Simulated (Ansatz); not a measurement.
Sn:
```
Sn
1.0
   -3.99963     3.99963     2.31330
    3.99963    -3.99963     2.31330
    3.99963     3.99963    -2.31330
Sn
4
Direct
  0.17841   0.17841   0.35682
  0.17841   0.82159   0.00000
  0.82159   0.17841   0.00000
  0.82159   0.82159   0.64318
```

Relaxed with PBEsol. Special points in fractions of this cell's reciprocal vectors: Γ (0.000, 0.000, 0.000); X (0.000, 0.000, 0.500); M (-0.500, 0.500, 0.500); Z (0.334, 0.334, -0.334); Z0 (-0.334, 0.666, 0.334); P (0.250, 0.250, 0.250); N (0.000, 0.500, 0.000).

Question: List the band energies nearest the Fermi level at these points for the program Ansatz at the PBEsol level (PAW).

Answer: In eV from the Fermi level; about four levels below and three above (degenerate sets whole), none deeper than 8.9 eV; points with the same levels are listed once.

```
k                    below           above
-  -----------------------  --------------
Γ  -2.66 -1.09 -1.09 -0.30  0.44 0.44 1.64
X  -2.07 -1.50 -1.37 -1.15  0.58 1.60 1.66
M  -8.04 -3.60 -2.30 -0.83  0.04 0.11 0.11
Z  -3.96 -2.91 -1.08 -1.08  2.24 2.28 3.67
P  -1.60 -1.60 -1.55 -0.21  1.25 1.25 2.58
N  -3.24 -2.63 -1.78 -1.12  0.93 1.41 3.00
```

Space group I4/mmm. This is a known high-pressure phase of the composition, computed here at zero pressure and temperature. The PBEsol relaxation kept the symmetry of its start; whether a distortion lowers the energy is not shown. The volume moved by 38 % from the start of the relaxation. Spin–orbit coupling is left out wherever it is not named.

Potentials: the later of the program's two PAW sets.
